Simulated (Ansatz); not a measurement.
K2S:
```yaml
crystal:
  lattice:
    - [0.00000, 3.66795, 3.66795]
    - [3.66795, 0.00000, 3.66795]
    - [3.66795, 3.66795, 0.00000]
  atoms:
    - { symbol: K, position: [0.75000, 0.75000, 0.75000] }
    - { symbol: K, position: [0.25000, 0.25000, 0.25000] }
    - { symbol: S, position: [0.00000, 0.00000, 0.00000] }
```

Relaxed with PBEsol. Special points in fractions of this cell's reciprocal vectors: Γ (0.000, 0.000, 0.000); X (0.500, 0.000, 0.500); U (0.625, 0.250, 0.625); K (0.375, 0.375, 0.750); L (0.500, 0.500, 0.500); W (0.500, 0.250, 0.750).

Problem. List the band energies nearest the valence-band maximum at these points for the program Ansatz at the PBEsol level (PAW).

Solution. In eV from the valence-band maximum; about four levels below and three above (degenerate sets whole), none deeper than 8.9 eV; points with the same levels are listed once.

| k | below | above |
|---|---|---|
| Γ | -0.23 -0.23 -0.23 | 2.35 5.41 5.41 |
| X | -0.79 0.00 0.00 | 3.42 5.27 6.60 |
| U | -0.59 -0.22 -0.02 | 3.65 5.45 6.36 |
| L | -0.65 -0.08 -0.08 | 4.68 5.06 5.80 5.80 |
| W | -0.41 -0.41 -0.02 | 3.63 5.77 5.77 |

Space group Fm-3m (anti-fluorite). The cell was relaxed with PBEsol under the symmetry of its start.

Potentials: the later of the program's two PAW sets.
